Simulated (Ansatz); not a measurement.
Name crystals whose computed values (plane-wave PAW PBEsol (Ansatz code)) fall in these windows: B₀ by P(V) fit (GPa) 360 to 430; highest Γ mode, no LO–TO term (cm⁻¹) 160 to 200.



```csv
crystal,B₀ by P(V) fit (GPa),"highest Γ mode, no LO–TO term (cm⁻¹)"
"Re, P-6m2 (Re on 2g, Re on 2h, Re on 1a, Re on 1f)",390,188
"Re, dhcp (α-La type)",391,178
"Re, 9R (Sm type)",390,188
```
Others may fit too.

Typed or built starts, not in the databases checked: Re, P-6m2 (Re on 2g, Re on 2h, Re on 1a, Re on 1f). Not the usual ambient phase: Re, P-6m2 (Re on 2g, Re on 2h, Re on 1a, Re on 1f); Re, dhcp (α-La type); Re, 9R (Sm type). All cells were relaxed under the symmetry of their starts (and spin orders); stability against distortions was not tested throughout. Rows with no word on spin ran without spin polarisation. Scalar-relativistic: spin–orbit coupling is off unless named, which matters more the heavier the elements.

Potentials: the later of the program's two PAW sets.
